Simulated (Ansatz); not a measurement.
## Al₃BP₄: rattling a relaxed structure

The structure comes from a proposed guess, relaxed at this level; another structure or a mixture of phases may lie lower.

The calculation used Ansatz 0.2.0, DFT PBE, scalar-relativistic, plane waves, PAW. Settings: cutoff 420 eV, Γ-centred mesh 4×4×6 on the computed 16-atom cell, Gaussian smearing of 0.02 eV; no spin polarisation.

The cell below (16 atoms, space group Pmn2_1 (No. 31)) is relaxed within its symmetry.

```
Al B P
1.0
     7.43129    0.00000    0.00000
     0.00000    6.43303    0.00000
     0.00000    0.00000    6.11944
Al B P
6 2 8
Direct
  0.50000 0.84648 0.99766
  0.74751 0.67278 0.49896
  0.25249 0.67278 0.49896
  0.00000 0.15352 0.49766
  0.24751 0.32722 0.99896
  0.75249 0.32722 0.99896
  0.00000 0.82881 0.99839
  0.50000 0.17119 0.49839
  0.00000 0.82135 0.32782
  0.22102 0.68077 0.88772
  0.77898 0.68077 0.88772
  0.50000 0.87863 0.38775
  0.50000 0.17865 0.82782
  0.72102 0.31923 0.38772
  0.27898 0.31923 0.38772
  0.00000 0.12137 0.88775
```

For the test it was strained at random (σ = 1.5 % a component), the atoms were moved at random (σ = 0.15 Å), and all was relaxed again on a coarse 2×2×2 mesh (in the run’s order of axes) with 0.10 eV smearing, with no symmetry imposed.

Question: Is the structure stable against such a distortion?

Answer: It returns, within 1 meV/atom of the unmoved cell on that mesh and with the same symmetry when read at 0.1 Å. So it is stable against the distortions that fit this cell and that this random move excites. Modes that don't fit the cell aren't tested.
